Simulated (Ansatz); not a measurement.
Here is the system:

SnC:
```cif
data_C4Sn4
_chemical_formula_sum 'C4 Sn4'
_space_group_name_H-M_alt 'Fm-3m'
_space_group_IT_number 225
_space_group_name_Hall '-F 4 2 3'
_cell_length_a 4.74220
_cell_length_b 4.74220
_cell_length_c 4.74220
_cell_angle_alpha 90.000
_cell_angle_beta 90.000
_cell_angle_gamma 90.000
loop_
_atom_site_label
_atom_site_type_symbol
_atom_site_symmetry_multiplicity
_atom_site_Wyckoff_symbol
_atom_site_fract_x
_atom_site_fract_y
_atom_site_fract_z
_atom_site_occupancy
C1 C 4 a 0.00000 0.00000 0.00000 1
Sn1 Sn 4 b 0.50000 0.50000 0.50000 1
```
(The calculation used a cell of 2 atoms; values per cell refer to that cell.)

This is the PBEsol-relaxed structure.

All from the program Ansatz at the PBEsol level (PAW), unless another level is named. Estimate the Hill bulk and shear moduli.

149 and 108 GPa.

Predict the elastic constants (relaxed ions, GPa).

C11 = 266, C12 = 90.6, C44 = 124.

The cell is a constructed one: a structure type filled with these elements; neither database checked (COD, Materials Project) lists it. Its standing as an ambient phase is unchecked. Symmetry was held in the PBEsol relaxation; whether a distortion lowers the energy is not shown. As this level gives no gap, shear constants depend on the k-mesh and smearing (Fermi–Dirac, 0.1 eV here). Scalar-relativistic: spin–orbit coupling is off unless named, which matters more the heavier the elements.

Potentials: the later of the program's two PAW sets.
